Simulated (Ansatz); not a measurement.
## Calculated ⁵⁷Fe Mössbauer parameters for Fe₂C₂N₃F₅

Cell: a structure deposited in the COD whose atoms were relaxed with PBE, the cell held.

```cif
data_Fe2C2N3F5
_symmetry_space_group_name_H-M 'Imma'
_symmetry_Int_Tables_number 74
_cell_length_a 7.4912
_cell_length_b 9.1583
_cell_length_c 9.4607
_cell_angle_alpha 90.000
_cell_angle_beta 90.000
_cell_angle_gamma 90.000
loop_
_atom_site_label
_atom_site_type_symbol
_atom_site_symmetry_multiplicity
_atom_site_Wyckoff_symbol
_atom_site_fract_x
_atom_site_fract_y
_atom_site_fract_z
Fe1 Fe 4 a 0.0000 0.0000 0.0000
Fe3 Fe 4 d 0.2500 0.2500 0.7500
C C 8 h 0.0000 0.1408 0.2834
N9 N 8 h 0.0000 0.1713 0.1468
N13 N 4 e 0.0000 0.2500 0.3742
F15 F 4 e 0.5000 0.2500 0.8118
F17 F 16 j 0.8121 0.9020 0.1119
```

One atom of each set is listed; the run and its k-mesh use a cell of 24 atoms with edges of 7.57, 7.57, 7.57 Å.

Computed with Ansatz: DFT, PBE, plane waves and PAW, scalar-relativistic, collinear spin, 420 eV cutoff, Γ-centred 6×6×6 k-points, Fermi–Dirac smearing 0.05 eV. Start moments as typed (μB): 5 on each Fe, none on the rest. The program fits them to the shells of the files, so those used differ somewhat.

Isomer shifts (against α-Fe) follow from the electron density at the nucleus, δ = α(ρ − ρ₀), with α = -0.366 mm s⁻¹ a₀³ and ρ₀ = 14904.00 a₀⁻³ from a line fitted to 10 measured compounds at this level of theory (rms miss 0.11 mm/s). ΔE_Q = ½eQV_zz(1 + η²/3)^½ with Q = 0.160 b for the 14.4 keV state. B_c is the Fermi-contact field along the atom's own moment; orbital and dipolar fields are not included.

Task: Where do the absorption lines lie when the magnetic splitting is averaged out (above the ordering temperature, with the gradients of this state)?

Result: Fe1 (2 atoms a cell): δ = 0.63, |ΔE_Q| = 0.80 mm/s, a doublet at 0.23 and 1.03 mm/s; Fe3 (2 atoms a cell): δ = 0.71, |ΔE_Q| = 0.26 mm/s, a doublet at 0.58 and 0.84 mm/s.

Task: And the six lines of Fe1 from the contact field alone, leaving the quadrupole term aside?

Result: With |B_c| = 31.6 T and nuclear moments 0.090604 and -0.15532 μN the lines lie at -4.47, -2.32, -0.18, 1.43, 3.58, 5.73 mm/s, in the ratio 3:2:1:1:2:3 for a powder.

Runs of this kind can end above the lowest electronic state. With these PAW files V_zz is typically within 2 to 3 % of all-electron values, but misses above 10 % occur on Fe. With a gap of 0.4 eV on this mesh, the gradients can still move by some per cent as the k-mesh gets denser. The database positions were far from equilibrium, so the relaxed structure may not be the compound's real one. All moments are parallel here, as the start or the cell imposes; many such compounds order antiparallel, where fields and spin densities carried over to other atoms largely cancel. The magnetic order is the one that the run reached from its start moments, not necessarily the measured one; the program found signs of a lower order. Semilocal functionals underestimate the core's spin polarisation, so contact fields of ionic iron come out too small in magnitude.

The relaxation (7 steps) took 26 min of wall time (49 min of CPU time) and 3 GiB at its peak, on 2 threads of Intel Xeon Processor @ 2.50GHz (Skylake/Cascade Lake) (x86_64; 62 cores open to the job, memory cap 5.0 GiB, no GPU), a shared host with a load of 0.7 a core.
